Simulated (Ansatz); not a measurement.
GeS:
```yaml
crystal:
  lattice:
    - [4.62193, 0.00000, 0.00000]
    - [0.00000, 4.62193, 0.00000]
    - [0.00000, 0.00000, 3.97818]
  atoms:
    - { symbol: Ge, position: [0.50000, 0.00000, 0.27522] }
    - { symbol: Ge, position: [0.00000, 0.50000, 0.72478] }
    - { symbol: S, position: [0.00000, 0.00000, 0.00000] }
    - { symbol: S, position: [0.50000, 0.50000, 0.00000] }
```

Relaxed with PBE+D3(BJ). Special points in fractions of this cell's reciprocal vectors: Γ (0.000, 0.000, 0.000); X (0.000, 0.500, 0.000); M (0.500, 0.500, 0.000); Z (0.000, 0.000, 0.500); R (0.000, 0.500, 0.500); A (0.500, 0.500, 0.500).

Task: List the band energies nearest the valence-band maximum at these points for PBE+D3(BJ) with spin–orbit coupling (plane waves, PAW; program Ansatz).

Result: In eV from the valence-band maximum; about four levels below and three above (degenerate sets whole), none deeper than 8.9 eV; points with the same levels are listed once.

| k | below | above |
|---|---|---|
| Γ | -1.61 -1.61 -0.95 -0.95 | 1.20 1.20 3.08 3.08 |
| X | -0.66 -0.66 -0.66 -0.66 | 2.08 2.08 2.08 2.08 |
| M | -0.40 -0.40 -0.40 -0.40 | 1.54 1.54 1.54 1.54 |
| Z | -1.99 -1.99 -1.90 -1.90 | 1.34 1.34 1.39 1.39 |
| R | -0.85 -0.85 -0.85 -0.85 | 2.70 2.70 2.70 2.70 |
| A | -0.27 -0.27 -0.27 -0.27 | 4.22 4.22 4.22 4.22 |

Space group P4/nmm. The cell is a constructed one: a structure type filled with these elements; neither database checked (COD, Materials Project) lists it. COD files the formula under space group No. 62. Its standing as an ambient phase is unchecked. The PBE+D3(BJ) relaxation kept the symmetry of its start; its stability against distortions is not shown here.

Potentials: the earlier of the program's two PAW sets.
